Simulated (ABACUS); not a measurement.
A self-consistent single point of YSi2 (C2/c, 6 atoms in the cell; from Materials Project mp-12769, lattice scaled a little) with ABACUS.

All values come from this method and carry its errors: PBEsol, numerical atomic orbitals DZP (confined pseudo-atomic orbitals with Gaussian additions; energy shift 0.01 Ry), PseudoDojo 0.4 standard norm-conserving PBEsol (tails mended) pseudopotentials (ABACUS 3.10.1).

```
YSi2
1.0
    2.85888    -2.85766     0.00000
    2.85888     2.85766     0.00000
   -2.75331     0.00000     7.44948
Y Si
2 4
Direct
  0.62554   0.37446   0.75000
  0.37446   0.62554   0.25000
  0.04299   0.79141   0.58513
  0.95701   0.20859   0.41487
  0.20859   0.95701   0.91487
  0.79141   0.04299   0.08513
```

Reference input (self-consistent single point, DFT, PBEsol, plane waves, PseudoDojo 0.4 standard norm-conserving PBEsol (tails mended) pseudopotentials): KPT = Gamma 6 6 3 0 0 0; basis_type = pw; ecutwfc = 72 Ry; smearing_method = fd; smearing_sigma = 0.00999582 Ry; potentials = PseudoDojo 0.4 standard norm-conserving PBEsol (tails mended); symmetry = 1; ks_solver = dav; scf_nmax = 100; scf_thr = 1.0e-09 Ry; mixing_type = broyden. This run's input differs from it in these lines:

```diff
@@ -4,5 +4,6 @@
 calculation          scf
-basis_type           pw
+basis_type           lcao
 pseudo_dir           ./
-ecutwfc              72.0
+orbital_dir          ./
+ecutwfc              100.0
 symmetry             1
@@ -10,5 +11,5 @@
 smearing_sigma       0.00999582
-ks_solver            dav
+ks_solver            genelpa
 scf_nmax             100
-scf_thr              1.0e-09
+scf_thr              1.0e-07
 mixing_type          broyden
@@ -16,2 +17,3 @@
 cal_stress           1
+out_mul              1
 device               cpu
@@ -21,2 +23,6 @@
 Si 28.085 Si.upf
+
+NUMERICAL_ORBITAL
+Y_pbesol_8.6au_3s2p2d1f.orb
+Si_pbesol_6.9au_2s2p1d.orb
```

Log, with long lists cut:

```
 SELF-CONSISTENT
 -------------------------------------------

                  longest orb rcut (Bohr) = 8.6
   longest nonlocal projector rcut (Bohr) = 1.94
                     search radius (Bohr) = 21.1

                          real space grid = [ 50, 50, 96 ]
                                 init_chg = atomic

 LCAO ALGORITHM --------------- ION=   1  ELEC=   1--------------------------------

 Density error is 0.0579817014293
 E_KohnSham     -197.1801308645      -2682.7733121434
 E_Fermi        0.7471825477         10.1659400952

 LCAO ALGORITHM --------------- ION=   1  ELEC=   2--------------------------------

   [... lines left out ...]

   [... 5 blocks of this kind left out ...]

 LCAO ALGORITHM --------------- ION=   1  ELEC=   8--------------------------------

 Density error is 2.97662707364e-07
 E_KohnSham     -197.2047853735      -2683.1087539463
 E_Fermi        0.7497913392         10.2014345237

 LCAO ALGORITHM --------------- ION=   1  ELEC=   9--------------------------------

 Density error is 4.78019913588e-08
 E_KohnSham     -197.2047853735      -2683.1087539471
 E_KS(sigma->0) -197.1991135625      -2683.0315849985
 E_entropy(-TS) -0.0113436222        -0.1543378973
 E_Fermi        0.7497913489         10.2014346555
 charge density convergence is achieved
 final etot is -2683.1087539 eV
 EFERMI = 10.201434656 eV

 STATE ENERGY(eV) AND OCCUPATIONS    NSPIN == 1
   [... 26 lines left out ...]

 TOTAL-FORCE (eV/Angstrom)
                        Y1         0.0000000000         0.0168311737         0.0000000000
                        Y2         0.0000000000        -0.0168311737         0.0000000000
                       Si1        -0.0120746884        -0.0089002648         0.1320597130
                       Si2         0.0120746884         0.0089002648        -0.1320597130
                       Si3         0.0120746884        -0.0089002648        -0.1320597130
                       Si4        -0.0120746884         0.0089002648         0.1320597130

 TOTAL-STRESS (KBAR)
       -60.2776310441         0.0000000000         0.6572549042
         0.0000000000       -58.0209506224         0.0000000000
         0.6572549042         0.0000000000       -69.8125370522
 TOTAL-PRESSURE: -62.703706 KBAR

 --------------------------------------------
 !FINAL_ETOT_IS -2683.1087539471263881 eV
 --------------------------------------------
```

The run converged in 9 iterations. Against the reference run the free energy goes up by 102 meV/atom, the pressure hardly changes (-6.31 to -6.27 GPa) and the largest force goes from 0.106 to 0.133 eV/Å.

The atom-centred basis is finite, which shifts total energies, pressures and forces against plane waves. This run is one point of a test of settings, so its values need not be converged; read them against the reference run alone. The structure comes from a collection of computed structures, made at another level of theory; the collection holds predicted forms beside known ones. Its lattice was then scaled. No clean gap shows at this smearing width and mesh (spacing up to 0.28 Å⁻¹); the mesh is coarse for partly filled bands, so the values carry mesh errors.

Cost on one core: roughly 30 core-seconds.

The atomic orbitals were generated for these runs; they are not ABACUS's published sets and were checked against plane waves on a few crystals only.

“Tails mended”: in these copies of the files the far tail of each local potential was reset to the Coulomb form.
